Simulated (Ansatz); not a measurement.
The end point of a relaxation of ZnO. Space group P6₃mc (No. 186), wurtzite type. Level of theory: r2SCAN (plane waves to 500 eV, PAW, scalar-relativistic; Ansatz, a quantum-chemistry and plane-wave program).

```xyz
4
Lattice="3.2352 0.0000 0.0000 -1.6176 2.8018 0.0000 0.0000 0.0000 5.2113" Properties=species:S:1:pos:R:3 pbc="T T T"
Zn     1.6176     0.9339     0.0127
Zn     0.0000     1.8679     2.6183
O      1.6176     0.9339     3.2454
O      0.0000     1.8679     0.6398
```

For ZnO, the volume per atom is 11.81 Å³. The band gap is 1.23 eV, direct at Γ (no spin-orbit coupling), the shortest distances is O–Zn 1.97 Å; Zn–Zn 3.21 Å; O–O 3.21 Å and the k-mesh comes out as 12×12×7.

Band energies at high-symmetry points (eV from the VBM; labels of this space group; no spin-orbit coupling), from −5 eV up to 3.6 eV:

```json
[
 {"point": "Γ", "energies": "-4.59 -4.59 -4.38 -4.38 -4.11 -0.81 -0.81 -0.10 0.00 0.00 1.23"},
 {"point": "M", "energies": "-4.55 -4.42 -4.33 -4.26 -3.78 -3.59 -2.87 -2.33 -1.31 -0.87"},
 {"point": "K", "energies": "-4.79 -4.79 -4.66 -4.53 -4.51 -4.51 -3.82 -3.58 -3.58 -1.96 -1.96 -1.77"},
 {"point": "A", "energies": "-4.47 -4.47 -4.47 -4.47 -2.25 -2.25 -0.40 -0.40 -0.40 -0.40"},
 {"point": "L", "energies": "-4.40 -4.40 -4.31 -4.31 -3.81 -3.81 -1.55 -1.55 -1.41 -1.41"},
 {"point": "H", "energies": "-4.58 -4.58 -4.07 -4.07 -3.75 -3.75 -2.74 -2.74 -1.29 -1.29"}
]
```

No spin polarisation in the result.

Measured for ZnO: a 3.2482 Å (0 K or low temperature; as listed in arXiv:1206.3780); c 5.204 Å (0 K or low temperature; as listed in arXiv:1206.3780); gap 3.6 eV (static lattice; corrected from measurement; as listed in Wei Chen et al., Physical Review Materials (2018)). Computed minus measured — a: r2SCAN -0.4 %; c: r2SCAN +0.1 %; gap: r2SCAN -2.37 eV. The computed values are for a static lattice, and a measured gap can be an optical one, lowered by exciton binding.

The run could not lose the symmetry of its start.
